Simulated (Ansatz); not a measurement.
Here is the system:

ZrSiRu:
```cif
data_Ru3Si3Zr3
_chemical_formula_sum 'Zr3 Si3 Ru3'
_space_group_name_H-M_alt 'P 1'
_space_group_IT_number 1
_cell_length_a 6.68180
_cell_length_b 6.68180
_cell_length_c 3.69556
_cell_angle_alpha 90.000
_cell_angle_beta 90.000
_cell_angle_gamma 120.000
loop_
_space_group_symop_operation_xyz
  'x, y, z'
loop_
_atom_site_label
_atom_site_type_symbol
_atom_site_fract_x
_atom_site_fract_y
_atom_site_fract_z
_atom_site_occupancy
Zr1 Zr 0.41527 0.41527 0.50000 1
Zr2 Zr 0.00000 0.58473 0.50000 1
Zr3 Zr 0.58473 0.00000 0.50000 1
Si1 Si 0.00000 0.00000 0.50000 1
Si2 Si 0.66667 0.33333 0.00000 1
Si3 Si 0.33333 0.66667 0.00000 1
Ru1 Ru 0.00000 0.24389 0.00000 1
Ru2 Ru 0.24389 0.00000 0.00000 1
Ru3 Ru 0.75611 0.75611 0.00000 1
```

This is the r²SCAN-relaxed structure.

Task: All from r²SCAN (plane waves, PAW; program Ansatz), unless another level is named. Estimate the electronic character.

Result: metallic (no gap).

Task: Give the formation energy from the elements (no fitted shifts).

Result: -995 meV/atom.

Task: And the density of states at the Fermi level?

Result: 0.43 states/eV per atom (mean over ±0.08 eV).

Space group P-62m. The first step of the workflow began from a Materials Project structure, measured or hypothetical; the Crystallography Open Database files this formula in space group No. 189, but the cells were not matched. Its standing as an ambient phase is unchecked. The cell was relaxed with r²SCAN under the symmetry of its start; its stability against distortions is not shown here. The run is not spin-polarised. The references are the lowest solids computed at this level, not always the standard phases. Spin–orbit coupling is left out wherever it is not named.

Potentials: the earlier of the program's two PAW sets.
